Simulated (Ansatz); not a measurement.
# What DFT gives for ZnBrO

```yaml
crystal:
  lattice:
    - [3.71767, 0.00000, 0.00000]
    - [0.00000, 3.71767, 0.00000]
    - [0.00000, 0.00000, 7.13657]
  atoms:
    - { symbol: Zn, position: [0.00000, 0.50000, 0.17890] }
    - { symbol: Zn, position: [0.50000, 0.00000, 0.82110] }
    - { symbol: Br, position: [0.00000, 0.50000, 0.61830] }
    - { symbol: Br, position: [0.50000, 0.00000, 0.38170] }
    - { symbol: O, position: [0.00000, 0.00000, 0.00000] }
    - { symbol: O, position: [0.50000, 0.50000, 0.00000] }
```

Single point in Ansatz 0.2.0 with LDA, no spin polarisation. Cutoff 420 eV, PAW datasets, 9×9×5 Γ-centred k mesh, fermi-dirac filling (width 0.1 eV).

(1) What does the stress say?

(2) Which atom feels the largest force, and which way?

(3) Is it stable against the elements?

(4) What happens at the Fermi level?

(5) What do density and ELF say about some of the short contacts?

Origin: a known structure type with other elements, at an estimated volume, so it need not be a known compound. Caveats: many states at the Fermi level without spin polarisation, so a magnetic state may lie lower; atoms or cell far from equilibrium.

Answers

(1) The pressure is -11.9 GPa (compression positive), so with the atoms held at these fractions the cell would first shrink; the forces are large, so a full relaxation may end otherwise.

(2) The largest is on Zn1 (and as large on other atoms): 2.45 eV/Å, components (0.00, 0.00, -2.45). It makes 56° with the line to a nearest neighbour, O5 at 2.26 Å.

(3) -0.26 eV an atom against the elements' usual phases (free molecules for gases, crystals otherwise, with no correction for O₂ or N₂), so it is bound against them; other compounds may still compete. Relaxing would lower it.

(4) It is a metal, with about 8.6 states/eV a cell as the mean within 0.25 eV of the Fermi level, mostly Br p (50 %) and O p (47 %).

(5) Zn–O at 2.26 Å: least valence density 0.32 e/Å³ and ELF 0.14 there. O–O at 2.63 Å: least valence density 0.15 e/Å³ and ELF 0.07 there. Br–Zn at 3.00 Å: least valence density 0.14 e/Å³ and ELF 0.14 there. Both are smooth PAW fields, read partly inside the augmentation spheres.
